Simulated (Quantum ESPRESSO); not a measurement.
# Ga3Hf2ReMoAl: input and log of a self-consistent run

A calculation, not a measurement. The program is pw.x of Quantum ESPRESSO 7.5 (plane-wave density functional theory). The cell is made up: eight metal atoms on a hexagonal close-packed lattice, with elements, volume, strain and displacements drawn at random and not relaxed, so it may be unstable or far from any real phase. PseudoDojo standard norm-conserving files set the functional (PBE unless stated); there is no spin polarisation or spin-orbit coupling, the Fermi-Dirac width of 0.25 eV means electrons at about 2900 K, and the masses in the input are unused placeholders. Heavy elements are run without spin-orbit coupling, which real alloys of them have. A spin test at this wide smearing found no moment, but such smearing suppresses magnetism that the real alloy may have.

Input:

```
&control calculation='scf', pseudo_dir='./dojo.nc.sr.pbe.v0_5.standard.upf', outdir='./o', disk_io='minimal', tprnfor=.true., tstress=.true. /
&system ibrav=0, nat=8, ntyp=5, nbnd=61, ecutwfc=79.96652505, nosym=.true., tot_charge=0,
 occupations='smearing', smearing='fd', degauss=0.0183746611
/
&electrons conv_thr=1.470e-08, electron_maxstep=70, mixing_beta=0.5 /
ATOMIC_SPECIES
Al 1.0 Al.upf
Ga 1.0 Ga.upf
Hf 1.0 Hf.upf
Mo 1.0 Mo.upf
Re 1.0 Re.upf
CELL_PARAMETERS angstrom
0.0551 -0.071 4.6291
5.8849 0.0649 0.0698
-2.8863 5.0321 -0.1128
ATOMIC_POSITIONS angstrom
Ga -0.0132 -0.016 0.0399
Ga -1.4549 2.5255 -0.0711
Hf 2.906 0.0685 -0.0206
Ga 1.5154 2.617 0.0043
Re -0.0033 1.6451 2.3349
Mo -1.3299 4.1756 2.209
Hf 3.0106 1.7134 2.3367
Al 1.518 4.2648 2.2862
K_POINTS automatic
5 5 5 1 1 1
```

The log is shortened where brackets say so; the opening notice, blank lines, dates and the lines on written files are dropped, and the path of the files is cut. It prints rydbergs, bohrs and kilobars, and counts compression as positive stress. Its total energy is the free energy E - TS of the whole cell.

```
     Program PWSCF v.7.5
     Parallel version (MPI & OpenMP), running on       4 processor cores
     Number of MPI processes:                 4
     Threads/MPI process:                     1
     [start-up lines left out]
     bravais-lattice index     =            0
     lattice parameter (alat)  =       8.7494  a.u.
     unit-cell volume          =     930.5815 (a.u.)^3
     number of atoms/cell      =            8
     number of atomic types    =            5
     number of electrons       =        95.00
     number of Kohn-Sham states=           61
     kinetic-energy cutoff     =      79.9665  Ry
     charge density cutoff     =     319.8661  Ry
     scf convergence threshold =      1.5E-08
     mixing beta               =       0.5000
     number of iterations used =            8  plain     mixing
     Exchange-correlation= PBE
                           (   1   4   3   4   0   0   0)
     [axes and pseudopotential details left out]
   Cartesian axes
     site n.     atom                  positions (alat units)
         1        Ga     tau(   1) = (  -0.0028510  -0.0034557   0.0086178  )
         2        Ga     tau(   2) = (  -0.3142351   0.5454676  -0.0153565  )
         3        Hf     tau(   3) = (   0.6276495   0.0147949  -0.0044493  )
         4        Ga     tau(   4) = (   0.3273022   0.5652302   0.0009287  )
         5        Re     tau(   5) = (  -0.0007127   0.3553153   0.5043011  )
         6        Mo     tau(   6) = (  -0.2872371   0.9018628   0.4771087  )
         7        Hf     tau(   7) = (   0.6502415   0.3700670   0.5046898  )
         8        Al     tau(   8) = (   0.3278637   0.9211286   0.4937826  )
     number of k points=    63  Fermi-Dirac smearing, width (Ry)=  0.0184
                       cart. coord. in units 2pi/alat
        k(    1) = (   0.0759546   0.1378438   0.1012290), wk =   0.0320000
        k(    2) = (   0.0739040   0.3207485   0.1040587), wk =   0.0320000
     [further k points left out]
     Dense  grid:    89911 G-vectors     FFT dimensions: (  50,  64,  64)
     Estimated max dynamical RAM per process >     332.04 MB
     Estimated total dynamical RAM >       1.23 GB
     Initial potential from superposition of free atoms
     starting charge      94.9841, renormalised to      95.0000
     Starting wfcs are   71 randomized atomic wfcs
     total cpu time spent up to now is        5.3 secs
     per-process dynamical memory:   259.3 Mb
     Self-consistent Calculation
     iteration #  1     ecut=    79.97 Ry     beta= 0.50
     Davidson diagonalization with overlap
     ethr =  1.00E-02,  avg # of iterations =  2.7
     Threshold (ethr) on eigenvalues was too large:
     Diagonalizing with lowered threshold
     Davidson diagonalization with overlap
     ethr =  7.64E-04,  avg # of iterations =  1.7
     total cpu time spent up to now is       27.0 secs
     total energy              =   -1002.95860006 Ry
     estimated scf accuracy    <       0.74929012 Ry
     iteration #  2     ecut=    79.97 Ry     beta= 0.50
     Davidson diagonalization with overlap
     ethr =  7.89E-04,  avg # of iterations =  3.7
     total cpu time spent up to now is       39.4 secs
     total energy              =   -1002.69261718 Ry
     estimated scf accuracy    <       6.25161529 Ry
     iteration #  3     ecut=    79.97 Ry     beta= 0.50
     Davidson diagonalization with overlap
     ethr =  7.89E-04,  avg # of iterations =  2.2
     total cpu time spent up to now is       50.1 secs
     total energy              =   -1003.27069681 Ry
     estimated scf accuracy    <       0.17439140 Ry
     iteration #  4     ecut=    79.97 Ry     beta= 0.50
     Davidson diagonalization with overlap
     ethr =  1.84E-04,  avg # of iterations =  2.7
     total cpu time spent up to now is       61.0 secs
     total energy              =   -1003.27773891 Ry
     estimated scf accuracy    <       0.20543433 Ry
     iteration #  5     ecut=    79.97 Ry     beta= 0.50
     Davidson diagonalization with overlap
     ethr =  1.84E-04,  avg # of iterations =  2.0
     total cpu time spent up to now is       70.6 secs
     total energy              =   -1003.29879753 Ry
     estimated scf accuracy    <       0.04149814 Ry
     [iterations 6 to 9 left out]
     iteration # 10     ecut=    79.97 Ry     beta= 0.50
     Davidson diagonalization with overlap
     ethr =  1.45E-08,  avg # of iterations =  2.0
     total cpu time spent up to now is      127.2 secs
     total energy              =   -1003.30322424 Ry
     estimated scf accuracy    <       0.00000093 Ry
     iteration # 11     ecut=    79.97 Ry     beta= 0.50
     Davidson diagonalization with overlap
     ethr =  9.80E-10,  avg # of iterations =  2.3
     total cpu time spent up to now is      137.4 secs
     total energy              =   -1003.30322438 Ry
     estimated scf accuracy    <       0.00000008 Ry
     iteration # 12     ecut=    79.97 Ry     beta= 0.50
     Davidson diagonalization with overlap
     ethr =  8.07E-11,  avg # of iterations =  4.5
     total cpu time spent up to now is      149.5 secs
     total energy              =   -1003.30322439 Ry
     estimated scf accuracy    <       0.00000004 Ry
     iteration # 13     ecut=    79.97 Ry     beta= 0.50
     Davidson diagonalization with overlap
     ethr =  3.89E-11,  avg # of iterations =  2.6
     total cpu time spent up to now is      159.9 secs
     total energy              =   -1003.30322439 Ry
     estimated scf accuracy    <       0.00000014 Ry
     iteration # 14     ecut=    79.97 Ry     beta= 0.50
     Davidson diagonalization with overlap
     ethr =  3.89E-11,  avg # of iterations =  2.0
     total cpu time spent up to now is      169.7 secs
     End of self-consistent calculation
     [lines on levels left out]
!    total energy              =   -1003.30322440 Ry
     estimated scf accuracy    <          1.9E-09 Ry
     smearing contrib. (-TS)   =      -0.08662726 Ry
     internal energy E=F+TS    =   -1003.21659714 Ry
     The total energy is F=E-TS. E is the sum of the following terms:
     one-electron contribution =    -276.40811685 Ry
     hartree contribution      =     204.77108388 Ry
     xc contribution           =    -240.24463714 Ry
     ewald contribution        =    -691.33492702 Ry
     convergence has been achieved in  14 iterations
     Forces acting on atoms (cartesian axes, Ry/au):
     atom    1 type  2   force =     0.00821757    0.00754464   -0.00251802
     atom    2 type  2   force =     0.02386544    0.00858015    0.00767621
     atom    3 type  3   force =    -0.03383182   -0.02458598    0.02297261
     atom    4 type  2   force =    -0.02084861   -0.00516925    0.00718780
     atom    5 type  5   force =     0.02628765   -0.00292295    0.00113339
     atom    6 type  4   force =    -0.02408327    0.00325169    0.00070890
     atom    7 type  3   force =    -0.01343034    0.03658135   -0.01492113
     atom    8 type  1   force =     0.03382337   -0.02327965   -0.02223977
     Total force =     0.094003     Total SCF correction =     0.000125
     Computing stress (Cartesian axis) and pressure
          total   stress  (Ry/bohr**3)                   (kbar)     P=      -10.13
  -0.00032041  -0.00017251  -0.00005195          -47.13      -25.38       -7.64
  -0.00017251  -0.00009890   0.00006282          -25.38      -14.55        9.24
  -0.00005195   0.00006282   0.00021265           -7.64        9.24       31.28
     init_run     :      4.93s CPU      5.15s WALL (       1 calls)
     electrons    :    161.16s CPU    164.38s WALL (       1 calls)
     forces       :      2.07s CPU      2.08s WALL (       1 calls)
     stress       :      6.96s CPU      6.97s WALL (       1 calls)
     [timing details left out]
     PWSCF        :   2m55.34s CPU   2m58.82s WALL
     JOB DONE.
```

In other units: free energy -13650.636 eV for the cell, pressure -1.01 GPa, largest force component 0.941 eV/Å in size. The run took 181 s of wall time with four MPI processes on a shared machine (Intel Xeon, 2023 or later, virtual cores), so the time is rough. A rerun of this cell at a higher cutoff and on a denser mesh moved values by no more than 0.002 eV in energy, 0.09 GPa in stress and 0.020 eV/Å in force, and a second program with other atomic files agreed on that cell to 2 % rms in force and 0.5 GPa in pressure.